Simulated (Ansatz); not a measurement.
Relaxed-ion elastic tensor of Si in space group C2/m (No. 12; Si on 4i, Si on 4i, Si on 4i, Si on 4i) in GPa (Voigt order), DFT-r²SCAN in the program Ansatz with PAW potentials; density 2.23 g/cm³, 20.95 Å³ per atom.

|  | 1 | 2 | 3 | 4 | 5 | 6 |
|---|---|---|---|---|---|---|
| 1 | 150 | 36.8 | 58.9 | 0.0 | 8.0 | 0.0 |
| 2 | 36.8 | 182 | 48.8 | 0.0 | -8.7 | 0.0 |
| 3 | 58.9 | 48.8 | 180 | 0.0 | 8.6 | 0.0 |
| 4 | 0.0 | 0.0 | 0.0 | 72.1 | 0.0 | -6.4 |
| 5 | 8.0 | -8.7 | 8.6 | 0.0 | 65.0 | 0.0 |
| 6 | 0.0 | 0.0 | 0.0 | -6.4 | 0.0 | 44.0 |

### Question
Is the crystal mechanically stable?

### Answer
Yes: the smallest eigenvalue of C is 42.6 GPa.

### Question
Work out the Voigt, Reuss and Hill averages.

### Answer
K_V = 89.0, K_R = 88.0, K_H = 88.5; G_V = 60.7, G_R = 57.8, G_H = 59.2 GPa.

### Question
Give Young's modulus, Poisson's ratio, Pugh's ratio and the universal anisotropy index.

### Answer
E = 9KG/(3K + G) = 145 GPa; ν = 0.23; K/G = 1.49 (brittle by the Pugh limit of 1.75); A_U = 5G_V/G_R + K_V/K_R − 6 = 0.27.

### Question
Estimate the sound speeds and the Debye temperature.

### Answer
v_l = √((K + 4G/3)/ρ) = 8670 m/s, v_t = √(G/ρ) = 5160 m/s, mean 5710 m/s; Θ = (h/k)(3n/4πV)^(1/3) v_m = 617 K.

### Question
How much does each axis shrink under pressure?

### Answer
Linear compressibilities β_i = Σ_j S_ij (j = 1 to 3): x 4.6, y 3.7, z 3.1 per TPa.

The workflow started from a Materials Project entry (that database holds measured and hypothetical structures alike); the Crystallography Open Database copy checked does not list it. It is not the phase usual at ambient conditions (space group No. 227). The cell was relaxed with r²SCAN under the symmetry of its start; its stability against distortions is not shown here.

Potentials: the earlier of the program's two PAW sets. The files were generated under PBE; for other functionals the program regenerates the frozen cores, and for LDA and PBEsol the local potential too.
